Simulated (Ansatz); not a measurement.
The elements of this relaxed trial crystal are hidden behind letters.

```
lattice vectors (Å)
   4.2841    0.0000    0.0000
   0.0000    4.2841    0.0000
   0.0000    0.0000   12.0373
fractional positions
X 0.0000 0.0000 0.7546
X 0.5000 0.5000 0.0000
X 0.0000 0.0000 0.2454
Z 0.5000 0.5000 0.5000
Q 0.5000 0.0000 0.1227
Q 0.0000 0.5000 0.3671
Q 0.5000 0.0000 0.6329
Q 0.0000 0.5000 0.8773
```

Theory: DFT PBE, scalar-relativistic, plane waves, PAW in Ansatz 0.2.0. Settings of the last relaxation (8-atom cell): 420 eV, 6×6×4 k points, Gaussian smearing of 0.02 eV, no spin polarisation.

```
Space group                              : P-4m2 (No. 115)
Conventional cell                        : a = 4.284 Å, c = 12.037 Å
Volume per atom                          : 27.62 Å³
Density                                  : 3.77 g/cm³
Formation energy                         : −1.098 eV/atom
Gap on the 6×6×4 mesh of the 8-atom cell : 1.87 eV
```

Energies are uncorrected and count from the elements' standard states at the same level.

Question: X is an s-block element of period 3, Z is a d-block element of period 5 and Q is a p-block element of period 4. Which elements are they?

Answer: X = Mg, Z = Cd, Q = Se, so the formula is Mg3CdSe4. Density times volume gives a mean mass of 3.77 × 27.62/1.6605 = 62.7 u per atom, and this set has 62.7 u. Mg on a site of symmetry 2mm has 4 Se at 2.60 Å; Cd has 4 Se at 2.67 Å; Se on its first site has 4 Mg at 2.60 Å; 2 more sites not described. Other sets within the hints have nearly the same mass, so mass alone doesn't settle it; this one was computed.

Kohn–Sham gaps at this level usually fall short of measured ones. A structure relaxed within its symmetry needn't be a true minimum.
